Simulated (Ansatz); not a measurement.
NbSi$_{2}$:
```
NbSi2
1.0
    4.76917     0.00000     0.00000
   -2.38458     4.13022     0.00000
    0.00000     0.00000     6.57152
Si Nb
6 3
Direct
  0.15949   0.31898   0.00000
  0.84051   0.15949   0.66667
  0.68102   0.84051   0.33333
  0.84051   0.68102   0.00000
  0.15949   0.84051   0.66667
  0.31898   0.15949   0.33333
  0.50000   0.00000   0.00000
  0.50000   0.50000   0.66667
  0.00000   0.50000   0.33333
```

Relaxed with PBEsol. Special points in fractions of this cell's reciprocal vectors: Γ (0.000, 0.000, 0.000); M (0.500, 0.000, 0.000); K (0.333, 0.333, 0.000); A (0.000, 0.000, 0.500); L (0.500, 0.000, 0.500); H (0.333, 0.333, 0.500).

### Question
List the band energies nearest the Fermi level at these points for DFT-PBEsol with spin–orbit coupling in the program Ansatz with PAW potentials.

### Answer
In eV from the Fermi level; about four levels below and three above (degenerate sets whole), none deeper than 8.9 eV; points with the same levels are listed once.

```
k                    below                above
-  -----------------------  -------------------
Γ  -1.98 -1.98 -1.05 -1.05  0.73 0.73 3.22 3.22
M  -0.77 -0.77 -0.17 -0.17  0.02 0.02 0.75 0.75
K  -1.65 -1.64 -1.60 -1.60       0.27 0.30 0.30
A  -1.44 -1.44 -1.34 -1.34  0.91 0.91 0.93 0.93
L  -0.67 -0.67 -0.26 -0.26  1.43 1.43 1.82 1.82
H  -0.25 -0.24 -0.15 -0.15  0.79 0.79 2.03 2.03
```

Space group P6_422. The workflow started from an entry of the Crystallography Open Database (COD), which files this formula under 2 space groups. Its standing as an ambient phase is unchecked. Symmetry was held in the PBEsol relaxation; its stability against distortions is not shown here. No spin polarisation was allowed.

Potentials: the later of the program's two PAW sets.
